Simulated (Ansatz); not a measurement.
LiNbO$_{3}$:
```
LiNbO3
1.0
    2.59759     1.49972     4.72643
   -2.59759     1.49972     4.72643
    0.00000    -2.99944     4.72643
Li Nb O
2 2 6
Direct
  0.35680   0.35680   0.35680
  0.64320   0.64320   0.64320
  0.14447   0.14447   0.14447
  0.85553   0.85553   0.85553
  0.21569   0.56110   0.95688
  0.78431   0.43890   0.04312
  0.56110   0.95688   0.21569
  0.43890   0.04312   0.78431
  0.95688   0.21569   0.56110
  0.04312   0.78431   0.43890
```

PBEsol in the plane-wave PAW code Ansatz gives a gap of 3.96 eV without spin–orbit coupling, maximum off the standard path, at k = (0.266, -0.219, 0.307) in fractions of the reciprocal vectors, minimum off the standard path, at k = (0.219, 0.229, -0.260) in fractions of the reciprocal vectors.

What happens when spin–orbit coupling is switched on?

The gap hardly moves, to 3.96 eV; maximum off the standard path, at k = (0.266, -0.219, 0.307) in fractions of the reciprocal vectors, minimum off the standard path, at k = (0.219, 0.219, -0.266) in fractions of the reciprocal vectors.

Give the electron effective mass with spin–orbit coupling.

1.1, 3.0, 13 mₑ (principal values).

Give the hole effective mass with spin–orbit coupling.

0.98, 2.1, 3.9 mₑ (principal values).

Space group R-3. The first step of the workflow began from a Materials Project structure, measured or hypothetical; the Crystallography Open Database files this formula in space group No. 148, but the cells were not matched. It is not the phase usual at ambient conditions (space group No. 161). The PBEsol relaxation kept the symmetry of its start; whether a distortion lowers the energy is not shown. The run is not spin-polarised.

Potentials: the later of the program's two PAW sets.
